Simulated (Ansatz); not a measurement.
ZrRh3:
```
CELL_PARAMETERS angstrom
     -1.99421     1.99421     3.92902
      1.99421    -1.99421     3.92902
      1.99421     1.99421    -3.92902
ATOMIC_POSITIONS crystal
  Rh 0.50000 0.50000 0.00000
  Rh 0.75000 0.25000 0.50000
  Rh 0.25000 0.75000 0.50000
  Zr 0.00000 0.00000 0.00000
```

Relaxed with PBE. Special points in fractions of this cell's reciprocal vectors: Γ (0.000, 0.000, 0.000); X (0.000, 0.000, 0.500); P (0.250, 0.250, 0.250); N (0.000, 0.500, 0.000); M (0.500, 0.500, -0.500); S (0.314, 0.686, -0.314); S0 (-0.314, 0.314, 0.314); R (-0.129, 0.129, 0.500); G (0.500, 0.500, -0.129).

Q: List the band energies nearest the Fermi level at these points for PBE (plane waves, PAW; program Ansatz).

A: In eV from the Fermi level; about four levels below and three above (degenerate sets whole), none deeper than 8.9 eV; points with the same levels are listed once.

```json
[
 {"k": "Γ", "below": "-1.58 -1.58 -1.02 -0.74 -0.27", "above": "0.95 2.63 2.76"},
 {"k": "X", "below": "-1.43 -1.26 -0.87 -0.45", "above": "0.13 1.24 1.50"},
 {"k": "P", "below": "-0.88 -0.88 -0.57 -0.47 -0.03", "above": "2.40 2.40 2.76 2.76"},
 {"k": "N", "below": "-1.70 -1.15 -0.95 -0.91", "above": "0.18 0.46 0.85"},
 {"k": "M", "below": "-0.68 -0.24 -0.24 -0.10", "above": "0.28 0.95 3.33"},
 {"k": "S", "below": "-0.99 -0.92 -0.48 -0.27", "above": "0.33 0.81 1.97"},
 {"k": "R", "below": "-0.74 -0.33 -0.31 -0.24", "above": "0.54 0.68 2.80"}
]
```

Space group I4/mmm. A made-up cell: these elements were put on the sites of a structure type; neither database checked (COD, Materials Project) lists it. COD files the formula under space group No. 221. Its standing as an ambient phase is unchecked. The PBE relaxation kept the symmetry of its start; whether a distortion lowers the energy is not shown. No spin polarisation was allowed. Scalar-relativistic: spin–orbit coupling is off unless named, which matters more the heavier the elements.

Potentials: the earlier of the program's two PAW sets.
